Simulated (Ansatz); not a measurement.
Y₅S₇:
```yaml
crystal:
  lattice:
    - [6.42679, 1.90493, 0.00000]
    - [-6.42679, 1.90493, 0.00000]
    - [-2.93360, 0.00000, 11.22727]
  atoms:
    - { symbol: Y, position: [0.88831, 0.11169, 0.57869] }
    - { symbol: Y, position: [0.11169, 0.88831, 0.42131] }
    - { symbol: Y, position: [0.69966, 0.30034, 0.81244] }
    - { symbol: Y, position: [0.30034, 0.69966, 0.18756] }
    - { symbol: Y, position: [0.00000, 0.00000, 0.00000] }
    - { symbol: S, position: [0.74069, 0.25931, 0.35318] }
    - { symbol: S, position: [0.25931, 0.74069, 0.64682] }
    - { symbol: S, position: [0.04185, 0.95815, 0.78522] }
    - { symbol: S, position: [0.95815, 0.04185, 0.21478] }
    - { symbol: S, position: [0.34118, 0.65882, 0.94845] }
    - { symbol: S, position: [0.65882, 0.34118, 0.05155] }
    - { symbol: S, position: [0.50000, 0.50000, 0.50000] }
```

Relaxed with r²SCAN. Special points in fractions of this cell's reciprocal vectors: Γ (0.000, 0.000, 0.000); C (0.273, 0.273, 0.000); C2 (-0.273, 0.727, 0.000); Y2 (-0.500, 0.500, 0.000); M2 (-0.500, 0.500, 0.500); D (-0.267, 0.733, 0.500); D2 (0.267, 0.267, 0.500); A (0.000, 0.000, 0.500); L2 (0.000, 0.500, 0.500); V2 (0.000, 0.500, 0.000).

**Question.** List the band energies nearest the Fermi level at these points for plane-wave PAW r²SCAN (Ansatz code).

**Answer.** In eV from the Fermi level; about four levels below and three above (degenerate sets whole), none deeper than 8.9 eV; points with the same levels are listed once.

| k | below | above |
|---|---|---|
| Γ | -2.68 -2.59 -2.30 -0.36 | 0.17 0.60 1.35 |
| C | -3.67 -3.38 -3.24 -3.14 | 0.50 0.51 0.84 |
| Y2 | -3.15 -2.75 -1.03 -0.45 | 0.34 1.45 1.47 |
| M2 | -3.04 -2.86 -0.83 -0.74 | 0.62 1.06 1.61 |
| D | -3.54 -3.34 -3.29 -3.23 | 0.29 0.54 0.80 |
| A | -2.65 -2.65 -0.25 -0.02 | 0.64 1.14 1.66 |
| L2 | -3.46 -3.44 -3.34 -3.17 | 0.21 0.71 0.83 |
| V2 | -3.66 -3.41 -3.27 -3.10 | 0.34 0.76 1.09 |

Space group C2/m. The first step of the workflow began from a Materials Project structure, measured or hypothetical; the Crystallography Open Database copy checked does not list it. Whether it is the stable phase at ambient conditions was not checked. Symmetry was held in the r²SCAN relaxation; its stability against distortions is not shown here. No spin polarisation was allowed. With an odd number of electrons in the cell and no spin polarisation, the count alone makes it a metal. Scalar-relativistic: spin–orbit coupling is off unless named, which matters more the heavier the elements.

Potentials: the later of the program's two PAW sets.
